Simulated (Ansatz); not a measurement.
Cs:
```xyz
1
Lattice="0.0000 3.9559 3.9559 3.9559 0.0000 3.9559 3.9559 3.9559 0.0000" Properties=species:S:1:pos:R:3 pbc="T T T"
Cs     0.0000     0.0000     0.0000
```

Relaxed with r²SCAN.

Map the electron localisation function on the plane through (0.000, 0.000, 0.000) spanned by u = [1, 1, 0] and v = [1, -1, 0] in lattice vectors, from r²SCAN in the plane-wave PAW code Ansatz.

x is the fraction of u, y of v (the angle between them is 90°; rows are the nearest grid lines); atoms in the plane: Cs at (0.00, 0.00), Cs at (0.50, 0.50).
```
|  =@@@#:   :====--::::--====:   :#@@@=  |
|  *@@@*:   :===--:....:--===:   :*@@@*  |
|:=%@@%*:   :==-:..    ..:-==:   :*%@@%=:|
|@@@@@#-   .::.            .::.   -#@@@@@|
|@@@@#+.   .:.      ..      .:.   .+#@@@@|
|@@%#+:    ...    .-==-.    ...    :+#%@@|
|##*=:.   .:.   .:=*##*=:.   .:.   .:=*##|
|..      .:.   .+#@@@@@@#+.   .:.      ..|
|       .::.   -#@@@@@@@@#-   .::.       |
|     ..--:   .+%@@@%%@@@%+.   :--..     |
|   ..:-==:   :*%@@%==%@@%*:   :==-:..   |
|...:--===:   :*@@@*  *@@@*:   :===--:...|
|...:--===:   :*@@@*  *@@@*:   :===--:...|
|   ..:-==:   :*%@@%==%@@%*:   :==-:..   |
|     ..--:   .+%@@@%%@@@%+.   :--..     |
|       .::.   -#@@@@@@@@#-   .::.       |
|..      .:.   .+#@@@@@@#+.   .:.      ..|
|##*=:.   .:.   .:=*##*=:.   .:.   .:=*##|
|@@%#+:    ...    .-==-.    ...    :+#%@@|
|@@@@#+.   .:.      ..      .:.   .+#@@@@|
|@@@@@#-   .::.            .::.   -#@@@@@|
|:=%@@%*:   :==-:..    ..:-==:   :*%@@%=:|
|  *@@@*:   :===--:....:--===:   :*@@@*  |
|  =@@@#:   :====--::::--====:   :#@@@=  |
```
Scale: ten equal steps from 0.000 (start of ' ') to 0.895 (end of '@'), in the order ' .:-=+*#%@'; x runs from 0.000 to 1.00, y from 0.000 (bottom) to 1.00 (top).

The density is the valence pseudo-density with augmentation charge, so density and ELF within about 1 Å of a nucleus are not all-electron values.

Space group Fm-3m (fcc (Cu type)). The workflow started from a Materials Project entry (that database holds measured and hypothetical structures alike); the Crystallography Open Database files this formula in space group No. 225, but the cells were not matched. It is not the phase usual at ambient conditions (space group No. 229). The r²SCAN relaxation kept the symmetry of its start; its stability against distortions is not shown here. Scalar-relativistic: spin–orbit coupling is off unless named, which matters more the heavier the elements.

Potentials: the later of the program's two PAW sets.
